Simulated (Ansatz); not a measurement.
# Relaxing a structure of Ir

The start is a generated cell, Ir built in the simple-cubic structure type. The cell and all atomic positions are relaxed at zero pressure with r2SCAN (plane waves to 500 eV, PAW, scalar-relativistic; Ansatz, a program for electronic structure). The first steps use a coarse 13×13×13 k-mesh.

The start:
```yaml
crystal:
  lattice:
    - [2.51218, 0.00000, 0.00000]
    - [0.00000, 2.51218, 0.00000]
    - [0.00000, 0.00000, 2.51218]
  atoms:
    - { symbol: Ir, position: [0.00000, 0.00000, 0.00000] }
```

### Question
What pressure does the first self-consistent step give?

### Answer
+14.5 GPa (positive: the cell is compressed).

### Question
How much energy is released per atom?

### Answer
0.03 eV/atom.

### Question
How does the volume change?

### Answer
+4.7 %, from 15.85 to 16.60 Å³/atom.

### Question
How do the shortest distances between atoms change?

### Answer
The closest pairs of elements (up to four, under 3.6 Å), start → end: Ir–Ir 2.51 → 2.55 Å.

### Question
What band gap does the relaxed structure have at this level?

### Answer
Zero (metallic).

The space group stays Pm-3m (No. 221) (the run could not lower it); the end is simple cubic type, with 1 atom in the primitive cell. Final values are on a 18×18×18 k-mesh of the relaxed cell. No spin polarisation in the result.

The run could not lose the symmetry of its start: the end is stationary, and may be a saddle point rather than a minimum.

The relaxed structure here is a generated cell of Ir: the first start was made by placing the elements on the sites of a structure type, and the end was not matched to a known phase here, so it may be hypothetical. Known forms of Ir include space group No. 225.
